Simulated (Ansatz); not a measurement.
GaSb (zinc blende)

```yaml
crystal:
  lattice:
    - [0.00000, 3.10675, 3.10675]
    - [3.10675, 0.00000, 3.10675]
    - [3.10675, 3.10675, 0.00000]
  atoms:
    - { symbol: Sb, position: [0.75000, 0.75000, 0.75000] }
    - { symbol: Ga, position: [0.00000, 0.00000, 0.00000] }
```

Two-dimensional scan of atom 1 (Sb, nearest neighbour Ga at 2.691 Å; its periodic images, 4.4 Å or more away, move with it): u runs along (1.000, 0.000, 0.000), v along (0.000, 0.000, 1.000) (Cartesian). Cell and other atoms are fixed.

Calculation: PBE (plane waves to 420 eV, PAW, scalar-relativistic; Ansatz, a program for electronic structure). k mesh 11×11×11 (Γ-centred), Fermi-Dirac smearing 0.05 eV. E stands for the smeared free energy. With partly filled bands, energies and forces of such displacements shift with the k mesh and the smearing. At this level the bands of GaSb touch or barely overlap; measurements give the solid a gap. GaSb was relaxed with its symmetry unable to fall. Spin-orbit coupling is left out, though Sb is heavy. The zero of ΔE is the undisplaced structure. Axes are in Å.

**Question.** Predict the ΔE (meV/cell) at all points of the grid u = -0.400, -0.200, 0.000, 0.200, 0.400 by v = -0.400, -0.200, 0.000, 0.200, 0.400.

**Answer.** ΔE (meV/cell), with u across and v down:

```tsv
v \ u	-0.400	-0.200	0.000	0.200	0.400
-0.400	1193	706	536	706	1193
-0.200	706	288	140	288	706
0.000	536	140	0	140	536
0.200	706	288	140	288	706
0.400	1193	706	536	706	1193
```

(A displaced cell: forces are minus the slopes of the energy, force constants its curvatures, and phonons follow from these.)
